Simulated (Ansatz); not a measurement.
## How far is PAW off for ZnAu?

```
Zn Au
1.0
     3.14700    0.00000    0.00000
     0.00000    3.14700    0.00000
     0.00000    0.00000    3.14700
Zn Au
1 1
Direct
  0.50000 0.50000 0.50000
  0.00000 0.00000 0.00000
```

Atom numbers follow the list: Zn1, Au2.

Conventional cell: a = 3.147 Å, b = 3.147 Å, c = 3.147 Å, α = 90.00°, β = 90.00°, γ = 90.00°. Around Zn (atom 1) lie 8 Au at 2.73 Å. Au (atom 2) is surrounded by 8 Zn at 2.73 Å.

The cell is COD entry 1510322, as deposited and not checked against the literature; nothing was relaxed.

Spin–orbit coupling is left out, though it moves levels of the heavy atoms by tenths of an eV or more.

Methods: DFT, PBEsol, PAW with Ansatz's default frozen-core files, scalar-relativistic (Ansatz 0.2.0); DFT, PBEsol, all-electron PAW with datasets made for the crystal, scalar-relativistic (Ansatz 0.2.0); DFT, PBEsol, all-electron LAPW, scalar-relativistic (Ansatz 0.2.0).

For PAW: a Γ-centred 13×13×13 k mesh, Fermi–Dirac smearing of 0.05 eV, cutoff 420 eV, no spin polarisation; the PAW files were made with PBE, and the program remakes their frozen cores for this functional. The crystal-made all-electron datasets (AE datasets) take a cutoff of 280 eV at this cell. LAPW targets a basis error of 0.5 meV/atom. The Ansatz runs share mesh, smearing and spin set-up. Plane-wave (PAW) pressures include the program's estimate of the Pulay term.

Stress and pressure are positive in compression.

Levels count from the Fermi level.

```tsv
quantity	PAW	AE datasets	LAPW
pressure (GPa)	-2.40	-2.39	-2.39
highest filled level at M (eV)	-2.067	-2.066	-2.066
lowest empty level at M (eV)	0.791	0.789	0.789
highest filled level at Γ (eV)	-3.754	-3.752	-3.753
lowest empty level at Γ (eV)	4.900	4.900	4.900
highest filled level at X (eV)	-2.402	-2.402	-2.402
lowest empty level at X (eV)	10.320	10.316	10.316
```

PAW's pressure differs from the LAPW value by about 0.01 GPa or less.
